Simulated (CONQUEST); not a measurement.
**Checks by hand on SnO (P4/nmm, 4 atoms in the cell; from Materials Project mp-2097)**

```yaml
crystal:
  lattice:
    - [3.81370, 0.00000, 0.00000]
    - [0.00000, 3.81370, 0.00000]
    - [0.00000, 0.00000, 4.88691]
  atoms:
    - { symbol: Sn, position: [0.00000, 0.50000, 0.23537] }
    - { symbol: Sn, position: [0.50000, 0.00000, 0.76463] }
    - { symbol: O, position: [0.50000, 0.50000, 0.00000] }
    - { symbol: O, position: [0.00000, 0.00000, 0.00000] }
```

Method: PBE, numerical atomic orbitals double-zeta with polarisation (the shipped basis), PseudoDojo norm-conserving potentials made for PBE run with CONQUEST 1.3.

Main settings: basis = DZP; Diag.MPMeshX, Y, Z = 8 8 6; potentials = PseudoDojo norm-conserving PBE; Grid.GridCutoff = 140 Ha; DM.SolutionMethod = diagon; Diag.SmearingType = 1; Diag.kT = 0.001837 Ha; Diag.GammaCentred = true.

The program uses no crystal symmetry, so grid and mesh can part values that symmetry would make equal. The atom-centred basis is finite, which shifts total energies, pressures, gaps and forces against plane waves. The structure comes from a collection of computed structures, made at another level of theory; the collection holds predicted forms beside known ones.

The cell was also run at V = 70.366 Å³ (F = -5188.29073 eV, P = 7.77 GPa) and V = 71.787 Å³ (F = -5188.34958 eV, P = 5.62 GPa), scaled uniformly; the base has V = 71.077 Å³, P = 6.62 GPa and F₀ = -5188.32233 eV.

Q: Check the pressure against the energies, and estimate the bulk modulus.

A: P = −dF/dV ≈ −(-0.05885 eV)/(1.421 Å³) = 0.04141 eV/Å³; times 160.218 GPa per eV/Å³ this is 6.64 GPa, against 6.62 GPa from the stress tensor. B = −V dP/dV ≈ −71.077 × (-2.15 GPa)/(1.421 Å³) = 108 GPa at this volume. The curvature of the energies, B = V (F₊ + F₋ − 2F₀)/(ΔV/2)², gives 98 GPa. Shape and fractional positions were held, which usually makes B too large where they are free.

Atom 4 (O, mass 16.00 u) was moved by −0.04 and +0.04 Å along y. The force on it along y was 0.321 and -0.321 eV/Å, and the free energy of the cell changed by 5.27 and 5.27 meV.

Q: Find the force constant in two ways.

A: From the forces, k = −(F₊ − F₋)/(2u) = −(-0.321 − (0.321))/0.080 = 8.03 eV/Å². From the energies, k = (ΔE₊ + ΔE₋)/u² = 0.01054 eV/(0.04 Å)² = 6.59 eV/Å². They differ by about 18 %, more than the finite steps explain, so noise of grid, basis or mesh weighs on these numbers and neither is reliable.
